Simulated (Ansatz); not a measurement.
The start is a relaxed CdSe cell deformed by the Cartesian strain tensor (xx, yy, zz, yz, xz, xy) = (-0.063, 0.048, 0.193, -0.069, -0.031, 0.005). The structure is fully relaxed (lattice and positions, P = 0) with PBEsol (plane waves to 420 eV, PAW, scalar-relativistic; Ansatz, a program for electronic structure). The first steps use a coarse 7×6×2 k-mesh.

Initial structure:
```
CELL_PARAMETERS angstrom
      4.03099     0.01936    -0.13336
     -1.99873     3.89481    -0.19039
     -0.43522    -0.96870    16.74877
ATOMIC_POSITIONS crystal
  Cd 0.00000 0.00000 0.00031
  Cd 0.00000 0.00000 0.50031
  Cd 0.66667 0.33333 0.75022
  Cd 0.33333 0.66667 0.25022
  Se 0.00000 0.00000 0.81268
  Se 0.00000 0.00000 0.31268
  Se 0.66667 0.33333 0.56242
  Se 0.33333 0.66667 0.06242
```

- Initial pressure = -3.3 GPa (negative: the cell is under tension)
- Energy released = 0.24 eV/atom
- Volume change = -14.2 %, from 32.80 to 28.13 Å³/atom
- Relative to the parent = It relaxes back to the parent, P6₃mc (No. 186)
- Shortest distances (start → end) = The closest pairs of elements (up to four, under 3.6 Å), start → end: Cd–Se 2.52 → 2.63 Å
- Band gap at the end = 0.51 eV, direct at Γ (no spin-orbit coupling)
- Optimiser moves = 6

Final values are on a 9×9×3 k-mesh of the relaxed cell. No spin polarisation in the result.

The first start was generated by placing the elements on the sites of a structure type. A measured structure of CdSe has the same space group, P6₃mc (No. 186); the sites were not compared with it.
